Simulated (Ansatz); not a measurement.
Given:

BAs:
```cif
data_As4B4
_chemical_formula_sum 'B4 As4'
_space_group_name_H-M_alt 'F-43m'
_space_group_IT_number 216
_space_group_name_Hall 'F -4 2 3'
_cell_length_a 4.73185
_cell_length_b 4.73185
_cell_length_c 4.73185
_cell_angle_alpha 90.000
_cell_angle_beta 90.000
_cell_angle_gamma 90.000
loop_
_atom_site_label
_atom_site_type_symbol
_atom_site_symmetry_multiplicity
_atom_site_Wyckoff_symbol
_atom_site_fract_x
_atom_site_fract_y
_atom_site_fract_z
_atom_site_occupancy
B1 B 4 c 0.25000 0.25000 0.25000 1
As1 As 4 a 0.00000 0.00000 0.00000 1
```
(The calculation used a cell of 2 atoms; values per cell refer to that cell.)

This is the LDA-relaxed structure.

All from DFT-LDA in the program Ansatz with PAW potentials, unless another level is named. Predict the hole effective mass, band 2 of 3 at the edge.

0.23 along [100], 0.23 along [110], 0.55 along [111] (mₑ).

Next, the smallest direct gap on the standard path?

3.29 eV.

What about the conduction-band minimum?

on the Γ–X line, 80 % of the way from Γ (6 equivalent valleys).

Symmetry was held in the LDA relaxation. Scalar-relativistic: spin–orbit coupling is off unless named, which matters more the heavier the elements.

Potentials: the earlier of the program's two PAW sets. The files were generated under PBE; for other functionals the program regenerates the frozen cores, and for LDA and PBEsol the local potential too.
